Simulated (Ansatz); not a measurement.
**Collinear states of Fe₂B**

Method: DFT PBEsol, scalar-relativistic, plane waves, PAW in Ansatz.

```xyz
6
Lattice="-2.5390 2.5390 2.1115 2.5390 -2.5390 2.1115 2.5390 2.5390 -2.1115" Properties=species:S:1:pos:R:3 pbc="T T T"
Fe    0.8465    0.8465    0.8446
Fe    0.8465   -0.8465    3.3784
Fe    1.6925    1.6925   -1.2669
Fe   -0.8465    0.8465    3.3784
B     0.0000    0.0000    0.0000
B     0.0000    0.0000    2.1115
```

```json
{
  "plane-wave cutoff": "420 eV",
  "Γ-centred k-mesh": "12×12×12",
  "occupation rule": "Gaussian smearing, 0.1 eV",
  "list of starting moments (μB, in atom order)": "4 4 4 4 0 0",
  "check for lower electronic states after the SCF": "off"
}
```

All runs keep this geometry, which isn't relaxed for the lowest state (largest force there 16.382 eV/Å, pressure 108.1 GPa) and needn't be a stable compound; relaxing each order would shift the differences by some 200 meV/atom, going by the pressures and a bulk modulus of about 150 GPa. The large starts are 5 5 5 5 0 0 μB. The small starts are 0.5 0.5 0.5 0.5 0 0 μB. Site moments are spin moments in atom-centred spheres that scale with the neighbour distance. The states are those that the runs reached from these starts; a lower one can exist. No antiferromagnetic start is among these.

```
                          start ends energy above lowest (meV/atom) site moments (μB) gap on mesh (eV) P (GPa)
                        no spin non-magnetic                            51.7     none over 0.05             metal    102.6
                  ferromagnetic ferromagnetic                            0.00      Fe +0.94 (×4) metal    108.1
large parallel starting moments ferromagnetic                            0.00      Fe +0.94 (×4) metal    108.1
small parallel starting moments ferromagnetic                            0.00      Fe +0.94 (×4) metal    108.1
```

Cost: 4 runs of about 9.1 core-minutes in all, on Arm Neoverse V2 (shared hosts).